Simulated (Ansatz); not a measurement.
Single points with PBEsol in Ansatz 0.2.0, PAW, spin-restricted, at the geometries given.

Task: Rank them by pressure, from most stretched to most compressed.
A.
LaBRh3 (420 eV, 8×8×8 mesh on the cell that ran, as a rule the primitive one, gaussian 0.0329 eV)
```
La Rh B
1.0
     4.21772    0.00000    0.00000
     0.00000    4.21772    0.00000
     0.00000    0.00000    4.21772
La Rh B
1 3 1
Direct
  0.00000 0.00000 0.00000
  0.00000 0.50000 0.50000
  0.50000 0.00000 0.50000
  0.50000 0.50000 0.00000
  0.50000 0.50000 0.50000
```
B.
Na2W (420 eV, 6×6×4 mesh on the cell that ran, as a rule the primitive one, methfessel-paxton 0.0782 eV)
```
W Na
1.0
     5.18868    0.00000    0.00000
    -2.59434    4.49353    0.00000
     0.00000    0.00000    7.22762
W Na
3 6
Cartesian
  1.2972 2.2468 1.2048
  -1.2972 2.2468 6.0233
  2.5943 0.0000 3.6141
  3.9294 0.7271 1.2048
  1.3350 3.7665 6.0233
  2.5943 3.0394 3.6141
  -1.3350 3.7665 1.2048
  1.2593 0.7271 6.0233
  0.0000 1.4541 3.6141
```
C.
LaZn2Rh2 (420 eV, 9×9×9 mesh on the cell that ran, as a rule the primitive one, fermi-dirac 0.1 eV)
```
Rh La Zn
1.0
     0.00000    4.24706    0.00000
     4.24706    0.00000    0.00000
     2.12353    2.12353   -5.44983
Rh La Zn
2 1 2
Cartesian
  2.1235 4.2471 -2.7249
  4.2471 2.1235 -2.7249
  0.0000 0.0000 0.0000
  2.1235 2.1235 -1.3298
  4.2471 4.2471 -4.1201
```

Result: C (-9.0 GPa), A (0.7 GPa), B (4.4 GPa).

Origins: LaZn2Rh2, a known structure type with other elements, at an estimated volume; Na2W, a known structure type with other elements, at an estimated volume; LaBRh3, a database entry at a rescaled volume. Caveats for one or more cells: many states at the Fermi level without spin polarisation, so a magnetic state may lie lower.
